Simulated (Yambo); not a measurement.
A G0W0@PBEsol run in Yambo for WO3 (space group P4/nmm, No. 129) (2×2×4 Γ-centred k mesh, bands 3 to 217 and a 8 Ry block in the screening, 217 bands in G with the Bruneval-Gonze terminator, plasmon pole fitted at 27.2 eV) gives these matrix elements, in eV, at the band edges (Z → Γ):

| state | E0 | <Vxc> | <Σx> | <Σc(E0)> | Z |
|---|---|---|---|---|---|
| valence edge | 0.000 | -20.442 | -25.585 | 4.846 | 0.756 |
| conduction edge | 0.577 | -16.384 | -10.980 | -4.282 | 0.811 |

Task: Solve the linearised quasiparticle equation for both states, give the gap, and say how exchange and correlation each act on it.

Result: E = E0 + Z(Σx + Σc − Vxc). Valence: 0.000 + 0.756 × (-25.585 + (4.846) − (-20.442)) = -0.22 eV. Conduction: 0.577 + 0.811 × (-10.980 + (-4.282) − (-16.384)) = 1.49 eV. The gap is 1.71 eV, against 0.58 eV in PBEsol. Replacing Vxc by bare exchange alone would open it by 10.55 eV; correlation takes back 9.13 eV of that, and Z scales what is left. Nearest settings tried, and what they do to the gap: 142 bands in G: +14 meV; 142 bands in W, 142 bands in G: +52 meV; 7 Ry block (243 vectors against 323): -10 meV; 2×2×2 mesh: -122 meV. So the settings aren't converged at that level. Spin-orbit coupling is left out, which matters for elements this heavy: edges can move by tenths of an eV.

Geometry of the Materials Project entry, not relaxed at this level; primitive cell a = b = 5.3250 Å, c = 3.9445 Å, α = β = γ = 90.00°.
